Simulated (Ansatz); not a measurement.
Sn4Ir in space group Ccce (No. 68; Sn on 16i, Ir on 4a) at seven volumes, r²SCAN in the plane-wave PAW code Ansatz, shape and atoms relaxed at each. One row is withheld.

```csv
V (Å³/atom),P (GPa)
21.112,10.26
21.808,6.14
22.504,2.75
23.200,0.00
23.896,?
24.592,-3.97
25.288,-5.42
```

Question: Fit the shown pressures and predict the withheld one.

Answer: Third-order Birch–Murnaghan: P = (3/2)B₀(x^(7/2) − x^(5/2))[1 + (3/4)(B′ − 4)(x − 1)] with x = (V₀/V)^(2/3). Least squares on the six rows gives V₀ = 23.205 Å³/atom, B₀ = 81.78 GPa, B′ = 6.04. At V = 23.896, x = 0.9806 and P = -2.20 GPa. The run itself gave -2.22 GPa.

The workflow started from a Materials Project entry (that database holds measured and hypothetical structures alike); the Crystallography Open Database copy checked does not list it. COD files the formula under space group No. 142. Whether it is the stable phase at ambient conditions was not checked. The cell was relaxed with r²SCAN under the symmetry of its start; whether a distortion lowers the energy is not shown. No spin polarisation was allowed. Scalar-relativistic: spin–orbit coupling is off unless named, which matters more the heavier the elements.

Potentials: the later of the program's two PAW sets.
